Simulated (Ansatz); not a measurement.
This guess for In₄SbAs₃ is about to be relaxed.

```
CELL_PARAMETERS angstrom
-2.94212 2.94212 5.88423
2.94212 -2.94212 5.88423
2.94212 2.94212 -5.88423
ATOMIC_POSITIONS crystal
In 0.12500 0.62500 0.00000
In 0.62500 0.12500 0.00000
In 0.37500 0.37500 0.50000
In 0.87500 0.87500 0.50000
Sb 0.50000 0.50000 0.00000
As 0.75000 0.25000 0.50000
As 0.25000 0.75000 0.50000
As 0.00000 0.00000 0.00000
```

All numbers below come from Ansatz, DFT PBE, scalar-relativistic, plane waves, PAW. Cutoff 420 eV, Gaussian smearing, Γ-centred meshes. Cell and atoms relax first on a coarse mesh and then on a finer one. In between, the cell is made exact in the group found at 0.06 Å. In metals the finer mesh still leaves noise of several meV/atom or more. The steps can't lower the symmetry of their start. No spin polarisation.

A guess keeps its type if space group and coordination stay and the shape of the cell changes little (axis ratios within about 15 %, angles within 6°); the volume may change.

Question: Will the relaxed cell still be of the starting type?

Answer: It keeps its type. The symmetry stays I-42m (No. 121). The volume per atom grows by 22.6 %, from 25.5 to 31.2 Å³. The shortest distance goes from 2.55 Å (In–As and In–Sb) to 2.68 Å (In–As). The ratio c/a of the conventional cell changes by a factor of 1.00. Counting neighbours within 15 % of an atom's shortest distance, the start has As 4, In 4, Sb 4 and the end As 4, In 4, Sb 4.

The last run used an 8×8×8 mesh for its 8-atom cell and Gaussian smearing of 0.10 eV. These runs have no spin–orbit coupling, which can matter for Sb. A structure relaxed within its symmetry needn't be a true minimum.
